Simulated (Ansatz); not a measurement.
**K2Se2O7: a ladder of calculations**

Cell of run 1: a Materials Project structure (computed, not necessarily an observed phase).

```cif
data_K2Se2O7
_symmetry_space_group_name_H-M 'C2/c'
_symmetry_Int_Tables_number 15
_cell_length_a 12.8292
_cell_length_b 7.5414
_cell_length_c 7.4904
_cell_angle_alpha 90.000
_cell_angle_beta 93.406
_cell_angle_gamma 90.000
loop_
_atom_site_label
_atom_site_type_symbol
_atom_site_symmetry_multiplicity
_atom_site_Wyckoff_symbol
_atom_site_fract_x
_atom_site_fract_y
_atom_site_fract_z
K K 8 f 0.6463 0.1473 0.3648
Se Se 8 f 0.6060 0.6792 0.3711
O9 O 8 f 0.5547 0.7995 0.5239
O13 O 8 f 0.6618 0.8029 0.2260
O17 O 8 f 0.1755 0.0115 0.4432
O21 O 4 e 0.5000 0.5648 0.2500
```

One atom of each set is listed; the run and its k-mesh use a cell of 22 atoms with edges of 7.44, 7.44, 7.49 Å.

All runs are DFT with Ansatz 0.2.0 (plane waves and PAW, scalar-relativistic unless spin–orbit coupling is named, Γ-centred meshes, Fermi–Dirac smearing where given) in this cell.

Run 1: PBE, atoms as given; 420 eV, 4×4×3 k-points, smearing 0.02 eV.
Run 2: r2SCAN, atoms as given; 500 eV, 4×4×3 k-points, smearing 0.02 eV.
Run 3: LDA, atoms as given; 420 eV, 4×4×3 k-points, smearing 0.02 eV.

| run | Se V_zz (η) | O9 V_zz (η) | O13 V_zz (η) | O17 V_zz (η) |
| --- | --- | --- | --- | --- |
| 1 | 13.42 (0.08) | 17.55 (0.15) | 17.37 (0.11) | 17.77 (0.18) |
| 2 | 15.09 (0.09) | 18.14 (0.15) | 17.99 (0.12) | 18.34 (0.17) |
| 3 | ? | ? | ? | ? |

V_zz in 10²¹ V/m²; 4 of the 6 sets of like atoms are followed.

(1) Estimate the row of run 3.

## Answers

(1) Se: 13.08 (0.08); O9: 17.20 (0.15); O13: 17.02 (0.11); O17: 17.42 (0.18). It lies nearest to run 1, from whose tensors on these sites it differs by 0.36 at most (largest principal value of the difference, on O13).

In runs 1, 2 the atoms aren't at the calculated equilibrium (largest force 0.47, 0.37 eV/Å).
